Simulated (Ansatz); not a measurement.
# WC4: from a guess to a relaxed structure

Method: DFT PBE, scalar-relativistic, plane waves, PAW in Ansatz 0.2.0. Cutoff 420 eV, Gaussian smearing, Γ-centred meshes. Cell and atoms relax first on a coarse mesh, the cell is then made exact in the group found at 0.06 to 0.08 Å, and last on a converged mesh; the steps can't lower the symmetry of their start. No spin polarisation.

A trial structure of WC4 was built thus: random cell by space group and Wyckoff sites (Amm2, No. 38). Lengths were set from tabulated atomic sizes, so they are only a guess.

```
W C
1.0
     7.59051    0.00000    0.00000
     0.00000    2.17677    2.45414
     0.00000   -2.17677    2.45414
W C
1 4
Direct
  0.50000 0.17788 0.17788
  0.87954 0.26072 0.26072
  0.12046 0.26072 0.26072
  0.73611 0.94748 0.94748
  0.26389 0.94748 0.94748
```

The zero of energy is the elements' standard structures at the same level; no fitted shifts are applied.

Question: Which structure results?

Answer: The symmetry goes from Amm2 (No. 38) to P-6m2 (No. 187). The volume per atom shrinks by 37.1 %, from 16.2 to 10.2 Å³. The shortest distance goes from 1.83 Å (C–C) to 1.28 Å (C–C). The end is written in a standard setting, so origin, axes and order of atoms can differ from the start's. Conventional cell: a = 2.976 Å, c = 6.654 Å. Around W lie 6 C at 2.20 Å and 6 W at 2.98 Å; C on its first site is surrounded by 2 C at 1.28–1.32 Å; around C on its second site lie 1 C at 1.32 Å and 3 W at 2.20 Å.

```
CELL_PARAMETERS angstrom
2.97650 0.00000 0.00000
-1.48825 2.57772 0.00000
0.00000 0.00000 6.65372
ATOMIC_POSITIONS crystal
W 0.33333 0.66667 0.50000
C 0.00000 0.00000 0.09610
C 0.00000 0.00000 0.90390
C 0.00000 0.00000 0.29418
C 0.00000 0.00000 0.70582
```

Question: Give its energy and gap.

Answer: The energy over the elements is +0.76 eV/atom. The gap on the 12×12×6 mesh of the 5-atom cell is 0 eV (a metal).

A positive value: parting into the elements would lower its energy.

The last run used Gaussian smearing of 0.10 eV. Spin–orbit coupling, which can matter for W, is left out. The reference form of C is held partly by dispersion forces, which this level lacks. Symmetry constrained the relaxation, so the result can be a saddle point. Another cell of the same search, in P1, lies 276 meV/atom lower, so this cell isn't the stable form at this level.
